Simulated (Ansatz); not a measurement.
**LiF with Te replacing F: gradients before and after relaxing the atoms**

Start: a supercell of LiF (rock salt type, Fm-3m) built from an entry of the Crystallography Open Database (COD), with all atoms left at the host's positions.

```cif
data_Li27TeF26
_symmetry_space_group_name_H-M 'Fm-3m'
_symmetry_Int_Tables_number 225
_cell_length_a 12.0840
_cell_length_b 12.0840
_cell_length_c 12.0840
_cell_angle_alpha 90.000
_cell_angle_beta 90.000
_cell_angle_gamma 90.000
loop_
_atom_site_label
_atom_site_type_symbol
_atom_site_symmetry_multiplicity
_atom_site_Wyckoff_symbol
_atom_site_fract_x
_atom_site_fract_y
_atom_site_fract_z
Li1 Li 32 f 0.3333 0.8333 0.8333
Li2 Li 24 e 0.5000 0.0000 0.8333
Li6 Li 48 h 0.8333 0.1667 0.0000
Li27 Li 4 a 0.0000 0.5000 0.5000
Te Te 4 b 0.5000 0.0000 0.0000
F29 F 48 i 0.6667 0.1667 0.0000
F32 F 32 f 0.8333 0.1667 0.1667
F42 F 24 e 0.0000 0.5000 0.3333
```

One atom of each set is listed; the run and its k-mesh use a cell of 54 atoms with edges of 8.54, 8.54, 8.54 Å.

Computed with Ansatz: DFT, PBE, plane waves and PAW, scalar-relativistic, 420 eV cutoff, Γ-centred 3×3×3 k-points, Fermi–Dirac smearing 0.01 eV, cell charge -1.

The largest force at the start is 4.3 eV/Å. Relaxing the ions at fixed cell moves them by 0.311 Å at most (atom 5, Li) and 0.134 Å rms.

```csv
site,moved (Å),first shell before,first shell after,V_zz before (10²¹ V/m²),η before
Li2,0.311,"5 F at 2.01 Å, 1 Te at 2.01 Å","5 F at 1.78–2.14 Å, 1 Te at 2.32 Å",-0.029,0.00
Li6,0.026,6 F at 2.01 Å,6 F at 1.88–2.03 Å,0.025,0.25
Te,0.000,6 Li at 2.01 Å,6 Li at 2.32 Å,0.00,–
F29,0.165,6 Li at 2.01 Å,6 Li at 1.88–2.14 Å,-1.92,0.12
F32,0.022,6 Li at 2.01 Å,6 Li at 2.00–2.05 Å,0.34,0.00
F42,0.072,6 Li at 2.01 Å,6 Li at 1.78–2.03 Å,-0.22,0.00
```

Problem. How do the gradients change?

Solution. 

```json
{"site": "Li2", "V_zz after": "-0.24", "η after": "0.00", "change of V_zz": "-0.21"}
{"site": "Li6", "V_zz after": "-0.070", "η after": "0.82", "change of V_zz": "–"}
{"site": "Te", "V_zz after": "0.00", "η after": "–", "change of V_zz": "0.00"}
{"site": "F29", "V_zz after": "-3.82", "η after": "0.37", "change of V_zz": "-1.90"}
{"site": "F32", "V_zz after": "0.45", "η after": "0.00", "change of V_zz": "+0.11"}
{"site": "F42", "V_zz after": "-0.29", "η after": "0.00", "change of V_zz": "-0.07"}
```

The largest change of V_zz along a kept axis is on F29, from -1.92 to -3.82. In per cent, |V_zz| changes by +99 on F (all sites that start above 0.5). Where |V_zz| stays above 0.1 and the axes keep their order, η moves most on F29, from 0.12 to 0.37. On Li6 the largest principal value lies along another axis in the second run, so the two V_zz can't be compared directly. Other sites with |V_zz| of 0.02 or less aren't listed.

The defect repeats with the cell of 54 atoms, so it feels its images: sites between two images don't show the values beside a lone defect, and zeros or small values of η there can come from the images' arrangement. A uniform background compensates the cell's charge. Without spin–orbit coupling the gradients at and beside Te can be off by some per cent, at some sites by more.
Before: The cell keeps the host's lattice, where the PBE pressure is 12 GPa (in a charged cell this depends on the convention for the mean potential). The neighbours have not yet relaxed around the defect (largest force 4.3 eV/Å), so the values at and beside it are those of a strained start, not of the defect in a real crystal.
After: The relaxation keeps the site symmetry m-3m of the start, so the impurity can't leave its site; a start off the site could end lower. With these PAW files V_zz is typically within 2 to 3 % of all-electron values, but misses above 10 % occur on Li. The cell keeps the host's lattice, where the PBE pressure is 9 GPa (in a charged cell this depends on the convention for the mean potential).
